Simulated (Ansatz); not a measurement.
Gd (hcp, Mg type)

```xyz
2
Lattice="3.6392 0.0000 0.0000 -1.8196 3.1517 0.0000 0.0000 0.0000 5.9092" Properties=species:S:1:pos:R:3 pbc="T T T"
Gd     0.0000     2.1011     4.4319
Gd     1.8196     1.0506     1.4773
```

The slice is a (0001) plane (indices of the conventional cell) through the point (0.333, 0.667, 0.750) (fractional), spanned by u = [110] and v = [1 -1 0] in vectors of this cell: u (3.64 Å) and v (6.30 Å, at 90° to u). It covers one period; positions are fractions (u, v).

These are r2SCAN (plane waves to 500 eV, PAW, scalar-relativistic; Ansatz, a quantum-chemistry and plane-wave program) values and carry that method's errors. k mesh 15×15×8. These are valence fields of a PAW run, semicore shells included where kept as valence: close to a nucleus they are smooth pseudo fields. Gd was relaxed with its symmetry unable to fall. Relaxed Gd ends ferromagnetic. The magnetic order is the one the run started from; other orders were not tried. The filling of the f shell was not checked against other fillings, so treat energies with care.

Task: What is the ELF at the midpoint of the shortest Gd–Gd line in this plane (3.64 Å)?

Result: 0.20.

Task: What is the valence density on the shortest Gd–Gd line in this plane (3.64 Å), at its midpoint?

Result: 0.10 e/Å³.

Task: Sketch the spin density, up minus down on this plane as a map.

Result: 
```
|#+.         .+|
|:.           .|
|              |
|              |
|              |
|              |
|              |
|              |
|              |
|      .:.     |
|     .+#+.    |
|     :#@#:    |
|     .+#+.    |
|      .:.     |
|              |
|              |
|              |
|              |
|              |
|              |
|              |
|:.           .|
|#+.         .+|
|@#:         :#|
```
Scale: ten equal steps from -0.01 (start of ' ') to 15.61 (end of '@'), in the order ' .:-=+*#%@'. Values: spin density, up minus down in e/Å³. The map has 14 points along u (one character each, u = 0 at the left) and 24 along v (v = 0 in the bottom row).
